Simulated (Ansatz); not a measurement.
# Structures of Bi₃F₂: which is lowest?

Plane-wave DFT in Ansatz with scalar-relativistic PAW potentials, cutoff 420 eV, Γ-centred meshes chosen by cell and gap, Gaussian smearing with energies taken to zero width. Every cell was relaxed (cell and atoms) in a run of its own, within the symmetry of its start. Functional: PBE.

Relaxed structures (starts from databases or built by putting these elements on another compound's sites):
A. P-3m1, 5 atoms in the computed cell, a = 4.350 Å, c = 7.482 Å; sites (symmetry × multiplicity) Bi -3m. × 1 + 3m. × 2, F 3m. × 2; start: built
B. R-3m, 5 atoms in the computed cell, a = 3.406 Å, c = 35.027 Å; sites (symmetry × multiplicity) Bi -3m × 3 + 3m × 6, F 3m × 6; start: built

Q: Rank them by energy. Could pressure change the order?

A:
| structure | group | E − E(lowest) (meV/atom) | V (Å³/atom) | gap on mesh (eV) |
| --- | --- | --- | --- | --- |
| A | P-3m1 | 0.0 | 24.52 | 0.00 |
| B | R-3m | 49 | 23.46 | 0.00 |

A is lowest, 49 meV/atom under B. B is denser by 1.07 Å³/atom, so pressure favours it: ΔE/ΔV, with ΔE in eV and 1 eV/Å³ = 160.2 GPa, gives about 7 GPa for equal enthalpy if both cells were rigid, a rough figure since the two compress differently. Other structures may lie lower than all of these, and vibrations aren't counted.

Spin-orbit coupling is left out, which matters for the bands of heavy elements. The cell has an odd number of electrons and was run without spin polarisation, which forces a half-filled band: energy, forces and stress belong to that artificial state. For Tl, Pb and Bi spin-orbit coupling shifts energies too.